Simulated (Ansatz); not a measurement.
Input file for Ansatz (a program for electronic structure):

Ansatz 0.2 input:
```yaml
crystal:
  lattice:
    - [0.0, 2.8110279126, 2.8110279126]
    - [2.8110279126, 0.0, 2.8110279126]
    - [2.8110279126, 2.8110279126, 0.0]
  atoms:
    - { symbol: Ge, position: [0.5, 0.5, 0.5] }
    - { symbol: Ge, position: [0.75, 0.75, 0.75] }
kpoints:
  mp_grid: { grid: [26, 26, 26] }
hamiltonian:
  xc: lda
  pseudopotentials: { kind: paw }
scf:
  occupations: { method: fermi_dirac, width: 0.1 }
elastic: { mode: relaxed_ion, stencil: two_point, amplitude: 0.005, f_tol: 0.0005 }
```

Output (shortened):

```
Pseudopotential: Ge, paw, valence charge 14
Functional definition: SPW92
Crystal: 2 atoms, lattice volume = 44.425 Å³
Basis set: ecut = 420 eV, 893 PW (Γ)
Bands: 18, of which v1, the nominal top of the filled ones, is band 14 counted from 1 (13 counted from 0)
Symmetry: 48 space group operations
Space group: Fd-3m (ITA 227), of the structure as read, at distance tolerance 3.5e-5 Å
k-points: 511 of 17576
SCF 1 converged in 11 iterations: F = -8431.441243 eV  dr2 = 3.02e-15
Crystal: 2 atoms, lattice volume = 44.203 Å³
Basis set: ecut = 420 eV, 877 PW (Γ)
Symmetry: 16 space group operations
k-points: 1330 of 17576
SCF 2 converged in 9 iterations: F = -8431.440790 eV  dr2 = 8.22e-15
Crystal: 2 atoms, lattice volume = 44.647 Å³
SCF 3 converged in 7 iterations: F = -8431.440857 eV  dr2 = 7.87e-15
Crystal: 2 atoms, lattice volume = 44.425 Å³
Basis set: ecut = 420 eV, 889 PW (Γ)
Symmetry: 8 space group operations
k-points: 2471 of 17576
SCF 4 converged in 11 iterations: F = -8431.440947 eV  dr2 = 9.37e-15
relax step   1: F+E_penalty+E_count = -8431.44094699 eV  Δ(F+E_penalty+E_count) = +0.000e0 eV  max|allowed force component| = 4.331e-2 eV/Å  Δτ_max = 0.0000 Å  (11 SCF iters, accepted)
Crystal: 2 atoms, lattice volume = 44.425 Å³
SCF 5 converged in 9 iterations: F = -8431.441029 eV  dr2 = 4.97e-15
relax step   2: F+E_penalty+E_count = -8431.44102939 eV  Δ(F+E_penalty+E_count) = -8.239e-5 eV  max|allowed force component| = 4.464e-3 eV/Å  Δτ_max = 0.0017 Å  (9 SCF iters, accepted)
Crystal: 2 atoms, lattice volume = 44.425 Å³
SCF 6 converged in 8 iterations: F = -8431.441030 eV  dr2 = 1.45e-14
relax step   3: F+E_penalty+E_count = -8431.44103027 eV  Δ(F+E_penalty+E_count) = -8.848e-7 eV  max|allowed force component| = 4.872e-7 eV/Å  Δτ_max = 0.0002 Å  (8 SCF iters, accepted)
Crystal: 2 atoms, lattice volume = 44.425 Å³
SCF 7 converged in 2 iterations: F = -8431.441030 eV  dr2 = 5.71e-15
Crystal: 2 atoms, lattice volume = 44.425 Å³
SCF 8 converged in 11 iterations: F = -8431.440947 eV  dr2 = 9.37e-15
relax step   1: F+E_penalty+E_count = -8431.44094698 eV  Δ(F+E_penalty+E_count) = +0.000e0 eV  max|allowed force component| = 4.331e-2 eV/Å  Δτ_max = 0.0000 Å  (11 SCF iters, accepted)
Crystal: 2 atoms, lattice volume = 44.425 Å³
SCF 9 converged in 9 iterations: F = -8431.441030 eV  dr2 = 6.50e-15
relax step   2: F+E_penalty+E_count = -8431.44103026 eV  Δ(F+E_penalty+E_count) = -8.328e-5 eV  max|allowed force component| = 4.232e-6 eV/Å  Δτ_max = 0.0019 Å  (9 SCF iters, accepted)
Crystal: 2 atoms, lattice volume = 44.425 Å³
SCF 10 converged in 2 iterations: F = -8431.441030 eV  dr2 = 2.66e-15
SCF converged after 11 iterations
Free energy (F): -8431.441243 eV
Harris-Foulkes:  -8431.441243 eV  (|F-HF|=1.82e-12)
Internal energy: -8431.439375 eV  (E = F + TS)
E sigma→0 (E₀):  -8431.440309 eV
Entropy (-TS):   -0.001867 eV (-0.934 meV/atom)
Fermi energy:    8.594627 eV
--- Per-component energies (eV) ---
  E_band       = -303.753293
  E_kinetic    = 224.572483
  E_local      = -4924.156618  (includes V_loc(G=0)·N_el)
  E_nonlocal   = 843.415210
  E_hartree    = 2158.740683
  E_xc         = -150.873355
  E_vxc        = -130.857239  (∫ρ·V_xc dr)
  E_paw        = -3882.726375  (= ΣΔE_a)
  E_vpaw       = -634.209098  (= ΣTr[D̂ρ^β])
  E_aug_tail   = 0.000604  (compensation charges beyond the density's cutoff)
  E_ewald      = -2704.228660
  E_core_change = 3.816652  (= ΣΔE_core)
  E_smearing   = -0.001867  (= −TS)
  E_closure    =  0.000000  (closes the sum)
  Σ components = -8431.441243   (vs F -8431.441243, Δ=0.00e0)
--- Forces (eV/Å), atoms counted from 1 ---
  atom   1  Ge     0.00000000     0.00000000     0.00000000
  atom   2  Ge     0.00000000     0.00000000     0.00000000
  max |Σ_I F_I| component: 1.48e-16 eV/Å
--- Stress (GPa, compression-positive) ---
        0.023324       0.000000       0.000000
        0.000000       0.023324       0.000000
        0.000000       0.000000       0.023324
  P = ⅓ Tr σ = 0.0233 GPa (0.233 kbar)
--- Band table (eV; the first three rows and the last of 511) ---
  k-point 0: bands = ["-16.4385", "-16.4385", "-16.4385", "-16.4005", "-16.4005", "-16.1788", "-16.1788", "-16.1788", "-16.1644", "-16.1644", "-4.4506", "8.4962", "8.5128", "8.5128", "8.5128", "11.0493", "11.0493", "11.0493"]
  k-point 1: bands = ["-16.4396", "-16.4396", "-16.4382", "-16.3991", "-16.3991", "-16.1807", "-16.1807", "-16.1791", "-16.1626", "-16.1626", "-4.4321", "7.8127", "8.4729", "8.4729", "9.0731", "11.1019", "11.1019", "11.1199"]
  k-point 2: bands = ["-16.4424", "-16.4424", "-16.4374", "-16.3952", "-16.3952", "-16.1850", "-16.1850", "-16.1800", "-16.1589", "-16.1589", "-4.3770", "7.0662", "8.3643", "8.3643", "9.4182", "11.2462", "11.2462", "11.3772"]
  k-point 510: bands = ["-16.4883", "-16.4883", "-16.3405", "-16.3405", "-16.2876", "-16.2876", "-16.2536", "-16.2536", "-16.1086", "-16.1086", "-0.3991", "-0.3991", "4.5166", "4.5166", "12.5185", "12.5185", "13.4983", "13.4983"]
--- Elastic constants: 2 strain directions × 2 members + reference (group order 48) ---
  dense FFT box of the reference and of every strained cell: 27×27×27
  strains applied: 11, 23; error gains: componentwise 1.00 (the most a stress slope's error grows in a printed constant), spectral 1.73 (1 for all six strains …
  C = ∂σ_k/∂η_j (tension-positive GPa; Voigt order 11 22 33 23 13 12):
       121.022     47.052     47.052      0.000      0.000      0.000
        47.052    121.022     47.052      0.000      0.000      0.000
        47.052     47.052    121.022      0.000      0.000      0.000
         0.000      0.000      0.000     61.449      0.000      0.000
         0.000      0.000      0.000      0.000     61.449      0.000
         0.000      0.000      0.000      0.000      0.000     61.449
  reference stress σ⁰ (GPa):     -0.023     -0.023     -0.023      0.000      0.000      0.000
  moduli (Voigt/Reuss/Hill, GPa): K = 71.71/71.71/71.71   G = 51.66/48.59/50.13   E = 121.96   ν = 0.217
  mechanically stable: yes (min eigenvalue of sym C = 61.45 GPa)
  strain η (Voigt 11):  stress-route row diagonal C_11 = 121.02 GPa, energy-path curvature d²(F+E_count+ΔE)/dδ²/Ω₀ = 121.02 GPa
         δ    σ_11 (GPa)             F (eV)   n_scf  n_hpsi   n_pw
    -5.000e-3      -0.6328       -8431.4407895       9  479688    891   relax 0 steps, max|allowed force component| 5.55e-17 eV/Å
     5.000e-3       0.5774       -8431.4408574       7  360338    897   relax 0 steps, max|allowed force component| 5.55e-17 eV/Å
  strain η (Voigt 23):  stress-route row diagonal C_44 = 61.45 GPa, energy-path curvature d²(F+E_count+ΔE)/dδ²/Ω₀ = 61.37 GPa
         δ    σ_23 (GPa)             F (eV)   n_scf  n_hpsi   n_pw
    -5.000e-3      -0.3072       -8431.4410303       2  397959    893   relax 3 steps, max|allowed force component| 4.87e-7 eV/Å
     5.000e-3       0.3072       -8431.4410303       2  395623    893   relax 2 steps, max|allowed force component| 4.23e-6 eV/Å
```

Cost: very roughly 17 core-minutes on shared cores.

The LDA relaxation kept the symmetry of its start. As this level gives no gap, shear constants depend on the k-mesh and smearing (Fermi–Dirac, 0.1 eV here). Scalar-relativistic: spin–orbit coupling is off unless named, which matters more the heavier the elements.

Potentials: the later of the program's two PAW sets.

Ansatz is a plane-wave DFT program.
